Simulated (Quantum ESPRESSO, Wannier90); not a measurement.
## Wannierisation of LiAuF₆ (R-3)

```xyz
8
Lattice="-2.4690 4.2764 0.0000 -4.9380 0.0000 0.0000 -2.4690 1.4255 4.5196" Properties=species:S:1:pos:R:3 pbc="T T T"
Li    -4.9380     2.8509     2.2598
Au     0.0000     0.0000     0.0000
F     -1.5604    -0.0660     1.1148
F      1.5604     0.0660    -1.1148
F      0.8374    -1.3184     1.1148
F     -0.8374     1.3184    -1.1148
F      0.7231     1.3844     1.1148
F     -0.7231    -1.3844    -1.1148
```

Materials Project entry mp-1079483; symmetrised, unrelaxed at this level. Not found in the COD (Crystallography Open Database) copy used; not checked further. Method: PBEsol plane waves in Quantum ESPRESSO 7.5 (PseudoDojo norm-conserving files, 68 Ry, no spin polarisation, no spin-orbit coupling), Bloch states on a 4×4×4 mesh through Γ, Wannier90 4.0.1. Density: 8×8×8 mesh, cold smearing 0.01 Ry. Spin-orbit coupling is left out although heavy elements are present.

A tight-binding model is made by disentanglement and projection with no localisation steps (num_iter = 0), so the 23 orbitals stay atom-like: hydrogen-like Au: d; F: p, axes along x, y, z; frozen window up to 3.47 eV relative to the valence-band maximum. It follows pw.x to 0.2 meV rms for states up to 2.2 eV relative to the valence-band maximum. Matrix elements depend on this choice of orbitals and windows.

Problem. What are the on-site energies relative to the valence-band maximum, and how fast do the hoppings decay?

Solution. 
```
atom    orbitals  energy (eV)
----  ----------  -----------
Au2          dz2        -4.08
Au2      dxz dyz        -3.07
Au2   dx2-y2 dxy        -3.57
F3            pz        -2.25
F3            px        -2.69
F3            py        -1.81
F4            pz        -2.25
F4            px        -2.69
F4            py        -1.81
F5            pz        -2.25
F5            px        -2.16
F5            py        -2.34
F6            pz        -2.25
F6            px        -2.16
F6            py        -2.34
F7            pz        -2.25
F7            px        -1.90
F7            py        -2.60
F8            pz        -2.25
F8            px        -1.90
F8            py        -2.60
```

| distance of the centres (Å) | largest modulus (eV) |
|---|---|
| 1–2 | 1.9 |
| 2–3 | 0.54 |
| 3–4 | 0.20 |
| 4–5 | 0.029 |
| 5–6 | 0.015 |
| 6–7 | 0.0037 |
| 7–8 | 0.0028 |
